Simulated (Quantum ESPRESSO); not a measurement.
NbTa4CuAlMo, input and log of a self-consistent run

Computed values, not a measurement. The program is pw.x of Quantum ESPRESSO 7.5 (plane-wave density functional theory). The cell is made up: eight metal atoms on a face-centred cubic lattice, with elements, volume, strain and displacements drawn at random and not relaxed, so it may be unstable or far from any real phase. PseudoDojo standard norm-conserving files set the functional (PBE unless stated); there is no spin polarisation or spin-orbit coupling, the Fermi-Dirac width of 0.25 eV means electrons at about 2900 K, and the masses in the input are unused placeholders. The copper pseudopotential is less sure than most, with forces differing by about three percent and pressure by about two GPa from a second method on plain copper. Heavy elements are run without spin-orbit coupling, which real alloys of them have. A spin test at this wide smearing found no moment, but such smearing suppresses magnetism that the real alloy may have.

Input:

```
&control calculation='scf', pseudo_dir='./dojo.nc.sr.pbe.v0_5.standard.upf', outdir='./o', disk_io='minimal', tprnfor=.true., tstress=.true. /
&system ibrav=0, nat=8, ntyp=5, nbnd=67, ecutwfc=92.02030273, nosym=.true., tot_charge=0,
 occupations='smearing', smearing='fd', degauss=0.0183746611
/
&electrons conv_thr=1.470e-08, electron_maxstep=70, mixing_beta=0.5 /
ATOMIC_SPECIES
Al 1.0 Al.upf
Cu 1.0 Cu.upf
Mo 1.0 Mo.upf
Nb 1.0 Nb.upf
Ta 1.0 Ta.upf
CELL_PARAMETERS angstrom
0.0 -2.0546 -2.0546
-6.1638 -2.0546 0.0
-2.0546 4.1091 -6.1638
ATOMIC_POSITIONS angstrom
Nb -0.0256 0.028 0.0295
Ta -2.0318 2.0387 -4.0855
Cu -2.0693 -0.0185 -2.0729
Ta -4.1476 2.0661 -6.141
Al -4.1089 0.0431 -4.1216
Ta -4.1355 -2.0188 -2.1418
Mo -6.1274 -0.0199 -6.1477
Ta -6.1548 -2.0289 -4.1254
K_POINTS automatic
8 4 3 1 1 1
```

The log is shortened where brackets say so; the opening notice, blank lines, dates and the lines on written files are dropped, and the path of the files is cut. It prints rydbergs, bohrs and kilobars, and counts compression as positive stress. Its total energy is the free energy E - TS of the whole cell.

```
     Program PWSCF v.7.5
     Parallel version (MPI & OpenMP), running on       4 processor cores
     Number of MPI processes:                 4
     Threads/MPI process:                     1
     [start-up lines left out]
     bravais-lattice index     =            0
     lattice parameter (alat)  =       5.4909  a.u.
     unit-cell volume          =     936.4713 (a.u.)^3
     number of atoms/cell      =            8
     number of atomic types    =            5
     number of electrons       =       101.00
     number of Kohn-Sham states=           67
     kinetic-energy cutoff     =      92.0203  Ry
     charge density cutoff     =     368.0812  Ry
     scf convergence threshold =      1.5E-08
     mixing beta               =       0.5000
     number of iterations used =            8  plain     mixing
     Exchange-correlation= PBE
                           (   1   4   3   4   0   0   0)
     [axes and pseudopotential details left out]
   Cartesian axes
     site n.     atom                  positions (alat units)
         1        Nb     tau(   1) = (  -0.0088104   0.0096364   0.0101527  )
         2        Ta     tau(   2) = (  -0.6992600   0.7016347  -1.4060570  )
         3        Cu     tau(   3) = (  -0.7121659  -0.0063669  -0.7134049  )
         4        Ta     tau(   4) = (  -1.4274292   0.7110646  -2.1134735  )
         5        Al     tau(   5) = (  -1.4141103   0.0148332  -1.4184811  )
         6        Ta     tau(   6) = (  -1.4232649  -0.6947859  -0.7371173  )
         7        Mo     tau(   7) = (  -2.1087930  -0.0068487  -2.1157794  )
         8        Ta     tau(   8) = (  -2.1182229  -0.6982619  -1.4197889  )
     number of k points=    48  Fermi-Dirac smearing, width (Ry)=  0.0184
                       cart. coord. in units 2pi/alat
        k(    1) = (  -0.0534012  -0.0165730  -0.0718154), wk =   0.0416667
        k(    2) = (   0.0055249  -0.1933513   0.1049629), wk =   0.0416667
     [further k points left out]
     Dense  grid:   111625 G-vectors     FFT dimensions: (  36,  75,  90)
     Estimated max dynamical RAM per process >     381.43 MB
     Estimated total dynamical RAM >       1.41 GB
     Initial potential from superposition of free atoms
     starting charge     100.9898, renormalised to     101.0000
     Starting wfcs are   74 randomized atomic wfcs
     total cpu time spent up to now is        4.0 secs
     per-process dynamical memory:   293.2 Mb
     Self-consistent Calculation
     iteration #  1     ecut=    92.02 Ry     beta= 0.50
     Davidson diagonalization with overlap
     ethr =  1.00E-02,  avg # of iterations =  2.3
     total cpu time spent up to now is       12.5 secs
     total energy              =   -1157.14037015 Ry
     estimated scf accuracy    <      18.45183808 Ry
     iteration #  2     ecut=    92.02 Ry     beta= 0.50
     Davidson diagonalization with overlap
     ethr =  1.00E-02,  avg # of iterations =  3.0
     total cpu time spent up to now is       22.3 secs
     total energy              =   -1159.48950182 Ry
     estimated scf accuracy    <     115.27791984 Ry
     iteration #  3     ecut=    92.02 Ry     beta= 0.50
     Davidson diagonalization with overlap
     ethr =  1.00E-02,  avg # of iterations =  4.6
     total cpu time spent up to now is       33.0 secs
     total energy              =   -1168.25155102 Ry
     estimated scf accuracy    <      37.51623796 Ry
     iteration #  4     ecut=    92.02 Ry     beta= 0.50
     Davidson diagonalization with overlap
     ethr =  1.00E-02,  avg # of iterations =  2.0
     total cpu time spent up to now is       40.5 secs
     total energy              =   -1170.31544793 Ry
     estimated scf accuracy    <       5.89306221 Ry
     iteration #  5     ecut=    92.02 Ry     beta= 0.50
     Davidson diagonalization with overlap
     ethr =  5.83E-03,  avg # of iterations =  1.0
     total cpu time spent up to now is       47.2 secs
     total energy              =   -1170.28259132 Ry
     estimated scf accuracy    <       3.56339765 Ry
     [iterations 6 to 16 left out]
     iteration # 17     ecut=    92.02 Ry     beta= 0.50
     Davidson diagonalization with overlap
     ethr =  3.25E-08,  avg # of iterations =  1.5
     total cpu time spent up to now is      136.7 secs
     total energy              =   -1169.77676571 Ry
     estimated scf accuracy    <       0.00001182 Ry
     iteration # 18     ecut=    92.02 Ry     beta= 0.50
     Davidson diagonalization with overlap
     ethr =  1.17E-08,  avg # of iterations =  2.0
     total cpu time spent up to now is      144.1 secs
     total energy              =   -1169.77676695 Ry
     estimated scf accuracy    <       0.00000622 Ry
     iteration # 19     ecut=    92.02 Ry     beta= 0.50
     Davidson diagonalization with overlap
     ethr =  6.16E-09,  avg # of iterations =  1.0
     total cpu time spent up to now is      151.1 secs
     total energy              =   -1169.77676743 Ry
     estimated scf accuracy    <       0.00000017 Ry
     iteration # 20     ecut=    92.02 Ry     beta= 0.50
     Davidson diagonalization with overlap
     ethr =  1.67E-10,  avg # of iterations =  3.8
     total cpu time spent up to now is      159.7 secs
     total energy              =   -1169.77676746 Ry
     estimated scf accuracy    <       0.00000003 Ry
     iteration # 21     ecut=    92.02 Ry     beta= 0.50
     Davidson diagonalization with overlap
     ethr =  3.27E-11,  avg # of iterations =  3.1
     total cpu time spent up to now is      167.7 secs
     End of self-consistent calculation
     [lines on levels left out]
!    total energy              =   -1169.77676746 Ry
     estimated scf accuracy    <       0.00000001 Ry
     smearing contrib. (-TS)   =      -0.12015640 Ry
     internal energy E=F+TS    =   -1169.65661106 Ry
     The total energy is F=E-TS. E is the sum of the following terms:
     one-electron contribution =    -450.40000185 Ry
     hartree contribution      =     273.15134810 Ry
     xc contribution           =    -213.79967377 Ry
     ewald contribution        =    -778.60828353 Ry
     convergence has been achieved in  21 iterations
     Forces acting on atoms (cartesian axes, Ry/au):
     atom    1 type  4   force =    -0.02519226    0.01140088   -0.01468853
     atom    2 type  5   force =    -0.01924110    0.00122653    0.00121058
     atom    3 type  2   force =    -0.00487344    0.00703438   -0.00464568
     atom    4 type  5   force =    -0.01179459   -0.00378617    0.00014532
     atom    5 type  1   force =     0.00396599   -0.00528433    0.00273526
     atom    6 type  5   force =     0.04141092    0.00117758    0.00718712
     atom    7 type  3   force =     0.02368787   -0.00658718    0.00932456
     atom    8 type  5   force =    -0.00796340   -0.00518169   -0.00126861
     Total force =     0.064840     Total SCF correction =     0.000594
     Computing stress (Cartesian axis) and pressure
          total   stress  (Ry/bohr**3)                   (kbar)     P=        0.34
  -0.00000310  -0.00003208   0.00000875           -0.46       -4.72        1.29
  -0.00003208   0.00001621   0.00001790           -4.72        2.38        2.63
   0.00000875   0.00001790  -0.00000618            1.29        2.63       -0.91
     init_run     :      3.79s CPU      3.91s WALL (       1 calls)
     electrons    :    163.30s CPU    163.70s WALL (       1 calls)
     forces       :      1.81s CPU      1.82s WALL (       1 calls)
     stress       :      6.19s CPU      6.30s WALL (       1 calls)
     [timing details left out]
     PWSCF        :   2m55.35s CPU   2m56.07s WALL
     JOB DONE.
```

In other units: free energy -15915.624 eV for the cell, pressure 0.03 GPa, largest force component 1.065 eV/Å in size. The run took 178 s of wall time with four MPI processes on a shared machine (AMD EPYC, Zen 5, virtual cores), so the time is rough. A rerun of this cell at a higher cutoff and on a denser mesh moved values by no more than 0.003 eV in energy, 0.07 GPa in stress and 0.008 eV/Å in force, and a second program with other atomic files agreed on that cell to 2 % rms in force and 0.5 GPa in pressure.